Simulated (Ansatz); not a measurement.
**WB2 (space group P6_3/mmc): frozen-phonon scan**

Starting cell, WB$_{2}$ (space group P6_3/mmc):

```
CELL_PARAMETERS angstrom
      2.98262     0.00000     0.00000
     -1.49131     2.58303     0.00000
      0.00000     0.00000    13.85588
ATOMIC_POSITIONS crystal
  B  0.33333 0.66667 0.52326
  B  0.66667 0.33333 0.47674
  B  0.66667 0.33333 0.02326
  B  0.33333 0.66667 0.97674
  B  0.00000 0.00000 0.25000
  B  0.00000 0.00000 0.75000
  B  0.66667 0.33333 0.25000
  B  0.33333 0.66667 0.75000
  W  0.33333 0.66667 0.13552
  W  0.66667 0.33333 0.86448
  W  0.66667 0.33333 0.63552
  W  0.33333 0.66667 0.36448
```

The atoms are displaced by Q × the pattern below (from a DFPT mode at Γ, largest move 1; Q in Å), at fixed cell.

```json
[
 {"atom": "B1", "x": "0.000", "y": "0.000", "z": "-1.000"},
 {"atom": "B2", "x": "0.000", "y": "0.000", "z": "-1.000"},
 {"atom": "B3", "x": "0.000", "y": "0.000", "z": "1.000"},
 {"atom": "B4", "x": "0.000", "y": "0.000", "z": "1.000"},
 {"atom": "W9", "x": "0.000", "y": "0.000", "z": "-0.047"},
 {"atom": "W10", "x": "0.000", "y": "0.000", "z": "-0.047"},
 {"atom": "W11", "x": "0.000", "y": "0.000", "z": "0.047"},
 {"atom": "W12", "x": "0.000", "y": "0.000", "z": "0.047"}
]
```

Atoms not listed stay in place.

The numbers are results of LDA (plane waves to 420 eV, PAW, scalar-relativistic; Ansatz, an electronic-structure program), not measurements. k mesh 14×14×3 (Γ-centred), Fermi-Dirac smearing 0.05 eV. E stands for the smeared free energy. Stress and pressure are positive under compression. With partly filled bands, energies and forces of such displacements shift with the k mesh and the smearing. Spin-orbit coupling is left out, though W is heavy. WB2 is run without spin polarisation. WB2 was relaxed with its symmetry unable to fall. ΔE is measured from the undisplaced structure.

```tsv
Q (Å)	ΔE (meV/cell)	P (GPa)	−dE/dQ from forces (eV/Å)
-0.180	1139	4.9	13.058
-0.150	784	3.4	10.661
-0.120	498	2.2	8.399
-0.090	279	1.2	6.240
-0.060	124	0.5	4.132
-0.030	31	0.1	2.056
0.000	0	0.0	0.000
0.030	31	0.1	-2.056
0.060	124	0.5	-4.132
0.090	279	1.2	-6.240
0.120	498	2.2	-8.399
0.150	784	3.4	-10.661
0.180	1139	4.9	-13.058
```

Key numbers:

The energy at Q = 0.180 Å is 1139 meV/cell. Space group of the distorted cell: P-6m2 (No. 187), lowered from P6_3/mmc. Symmetry of the curve: even: the same for both signs. Shape of the curve: a single well with its minimum at or next to zero displacement. Harmonic wavenumber from the curvature (finite differences): 644 cm⁻¹. Wavenumber by perturbation theory (DFPT, on another k mesh): 648 cm⁻¹.

(For displaced atoms, the force is minus the slope of the energy, and its curvature is a force constant, which sets phonon frequencies.)
